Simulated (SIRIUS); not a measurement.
Worked example: self-consistent single point of MoSeS (P-1, 6 atoms in the cell; from Materials Project mp-1221404, changed as shown) in SIRIUS.

Level of theory: PBEsol, GBRV PBEsol ultrasoft pseudopotentials (plane waves; SIRIUS 7.12.0).

The change in words: lattice vector a scaled by 0.99. Reference geometry (P-3m1):
```xyz
6
Lattice="3.2525 0.0000 0.0000 -1.6263 2.8168 0.0000 0.0000 0.0000 13.6173" Properties=species:S:1:pos:R:3 pbc="T T T"
Mo     0.0000     0.0000     3.5289
Mo     0.0000     0.0000    10.0884
Se     1.6263     0.9389    11.7774
Se     0.0000     1.8778     1.8398
S      0.0000     1.8778     5.0464
S      1.6263     0.9389     8.5708
```

Reference input (self-consistent single point, DFT, PBEsol, plane waves, GBRV PBEsol ultrasoft pseudopotentials): parameters.ngridk = 6 6 2; parameters.xc_functionals = [XC_GGA_X_PBE_SOL, XC_GGA_C_PBE_SOL]; parameters.gk_cutoff = 6.325 1/bohr; parameters.pw_cutoff = 14.143 1/bohr; parameters.smearing = gaussian; parameters.smearing_width = 0.000734986 Ha; potentials = GBRV PBEsol ultrasoft pseudopotentials; parameters.electronic_structure_method = pseudopotential; parameters.num_bands = 31; parameters.num_mag_dims = 0; parameters.num_dft_iter = 100; parameters.energy_tol = 1e-07 Ha. This run's input differs from it in these lines:

```diff
@@ -32,3 +32,3 @@
     "lattice_vectors": [
-      [6.1463531176, 0.0, 0.0],
+      [6.0848897754, 0.0, 0.0],
       [-3.0731765588, 5.3228973999, 0.0],
```

The program printed (abridged):

```
[find] density tolerance         : 1e-06
[find] total energy tolerance    : 1e-07
[find] iter_solver_tol (initial) : 0.01
[find] iter_solver_tol (target)  : 1e-13
[find] num_dft_iter              : 100
Charges and magnetic moments
--------------------------------------------------------------------------------
total charge          : 52.000000
[find] | SCF iteration   0 out of 100|
[diagonalize] iterative solver tolerance (occupied, empty): 0.01 0.01
[diagonalize] average number of iterations: 1.95
[find] Charges and magnetic moments
[find] total charge          : 52.000000
[find] Energy
   [... lines left out ...]

[find] Charges and magnetic moments
[find] total charge          : 52.000000
[find] Energy
[find] smearing (-TS)                 :      -0.00000000
[find] Total energy                   :    -206.83699538 (Ha),    -413.67399076 (Ry)
[find] Free energy (E-TS)             :    -206.83699538 (Ha),    -413.67399076 (Ry)
[find] band gap (eV)                  :       1.03613285
[find] Efermi                         :       0.34888722
[find] iteration : 34, RMS (target) : 5.1836e-07 (1.0000e-06) , energy difference (target) : -1.8332e-11 (1.0000e-07)
[find] bands are converged : true
[find] iterative solver converged : false
[find] converged after 35 SCF iterations!
[find] Charges and magnetic moments
[find] total charge          : 52.000000
[find] Energy
[find] smearing (-TS)                 :      -0.00000000
[find] Total energy                   :    -206.83699538 (Ha),    -413.67399076 (Ry)
[find] Free energy (E-TS)             :    -206.83699538 (Ha),    -413.67399076 (Ry)
[find] band gap (eV)                  :       1.03613285
[find] Efermi                         :       0.34888722
[ground_state] === stress tensor components [kbar] ===
[ground_state] === stress_total ===
[ground_state]    18.363316   -4.301809    0.041795
[ground_state]    -4.301809   33.384864    0.073188
[ground_state]     0.041795    0.073188    8.661169
[ground_state] ==== total Forces in Ha/bohr =====
[ground_state] atom:    0, force:       0.0007626      0.0012682      0.0006830
[ground_state] atom:    1, force:      -0.0007626     -0.0012682     -0.0006830
[ground_state] atom:    2, force:       0.0003459      0.0005749     -0.0008919
[ground_state] atom:    3, force:      -0.0003459     -0.0005749      0.0008919
[ground_state] atom:    4, force:      -0.0004079     -0.0006776     -0.0014110
[ground_state] atom:    5, force:       0.0004079      0.0006776      0.0014110
```

The run converged in 35 iterations. SIRIUS prints the stress tensor with tension positive. Against the reference run the free energy drops by 3.5 meV/atom, the pressure goes from -3.19 to -2.01 GPa, the largest force goes from 0.169 to 0.084 eV/Å and the gap on the mesh goes from 1.018 to 1.036 eV.

The structure comes from a collection of computed structures, made at another level of theory; the collection holds predicted forms beside known ones.

Cost on one core: around 6 core-minutes (rough).

The gap that the log prints is read on the run's mesh, which can miss the band edges or a crossing.
